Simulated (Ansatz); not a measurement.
PbF2:
```yaml
crystal:
  lattice:
    - [0.00000, 2.98118, 2.98118]
    - [2.98118, 0.00000, 2.98118]
    - [2.98118, 2.98118, 0.00000]
  atoms:
    - { symbol: Pb, position: [0.00000, 0.00000, 0.00000] }
    - { symbol: F, position: [0.25000, 0.25000, 0.25000] }
    - { symbol: F, position: [0.75000, 0.75000, 0.75000] }
```

Cartesian axes are those of the cell as given.

### Question
Give the high-frequency dielectric tensor and the Born effective charge tensors of the independent atoms from DFPT, PBE+D3(BJ) in the plane-wave PAW code Ansatz.

### Answer

ε∞:
```
3.31  0.00  0.00
0.00  3.31  0.00
0.00  0.00  3.31
```
Z* of atom 1 (Pb), rows: field, columns: displacement, in e:
```
3.18  0.00  0.00
0.00  3.18  0.00
0.00  0.00  3.18
```
Z* of atom 2 (F), rows: field, columns: displacement, in e:
```
-1.59   0.00   0.00
 0.00  -1.59   0.00
 0.00   0.00  -1.59
```

Static charges for comparison (Bader): Pb1 +1.58, F2 -0.79 e. Born charges measure polarisation by displacement and can exceed these by far.

Space group Fm-3m (fluorite). Symmetry was held in the PBE+D3(BJ) relaxation. Scalar-relativistic: spin–orbit coupling is off unless named, which matters more the heavier the elements.

Potentials: the later of the program's two PAW sets.
